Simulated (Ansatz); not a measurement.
Y₆Ga₄Pt₁₃: a ladder of calculations

Cell of run 1: a refined structure from the COD.

Space group Im-3m (No. 229); a = 9.4465 Å.

```
site  Wyckoff  site symmetry       x       y       z
   Y      12e           4m.m  0.3004  0.0000  0.0000
  Ga       8c           .-3m  0.2500  0.2500  0.2500
Pt11       2a           m-3m  0.0000  0.0000  0.0000
Pt12      24h           m.m2  0.0000  0.3243  0.3243
```

One atom of each set is listed; the run and its k-mesh use a cell of 23 atoms with edges of 8.18, 8.18, 8.18 Å.

Relaxed positions (PBE, cell held):

Y (0.2995, 0.0000, 0.0000)
Ga (0.2500, 0.2500, 0.2500)
Pt11 (0.0000, 0.0000, 0.0000)
Pt12 (0.0000, 0.3237, 0.3237)

All runs are DFT with Ansatz 0.2.0 (plane waves and PAW, scalar-relativistic unless spin–orbit coupling is named, Γ-centred meshes, Fermi–Dirac smearing where given) in this cell.

Run 1: PBE, atoms as given; 420 eV, 5×5×5 k-points, smearing 0.05 eV.
Run 2: PBE, atoms relaxed; 420 eV, 5×5×5 k-points, smearing 0.05 eV.
Run 3: r2SCAN, at the relaxed atoms; 500 eV, 5×5×5 k-points, smearing 0.05 eV.

```
run   Y V_zz (η)   Ga V_zz (η)  Pt12 V_zz (η)
  1  2.64 (0.00)  12.72 (0.00)    27.7 (0.55)
  2            ?             ?              ?
  3  2.98 (0.00)  12.84 (0.00)    31.9 (0.46)
```

V_zz in 10²¹ V/m²; 3 of the 4 sets of like atoms are followed.

**Question.** Estimate the row of run 2.

**Answer.** Y: 2.70 (0.00); Ga: 12.76 (0.00); Pt12: 27.8 (0.53). It lies nearest to run 1, from whose tensors on these sites it differs by 0.18 at most (largest principal value of the difference, on Pt12). Taken one at a time, the functional (r2SCAN with its higher cutoff) moves the tensors on these sites by up to 4.09 (largest principal value of the change, on Pt12), the positions of the atoms (as given or relaxed) by 0.18 (Pt12).

Leaving out spin–orbit coupling shifts gradients on Pt by a few per cent in wide-gap crystals, and can shift them far more where the calculated gap is small or absent, as here. With these PAW files V_zz is typically within 2 to 3 % of all-electron values, but misses above 10 % occur on Pt. In runs 1, 2, 3 there is no gap above 0.1 eV, so the gradients can move by 10 % or more with the k-mesh. The cell isn't the equilibrium one in runs 1, 2 (calculated pressure 6, 6 GPa), and the entry's cell may itself be off.
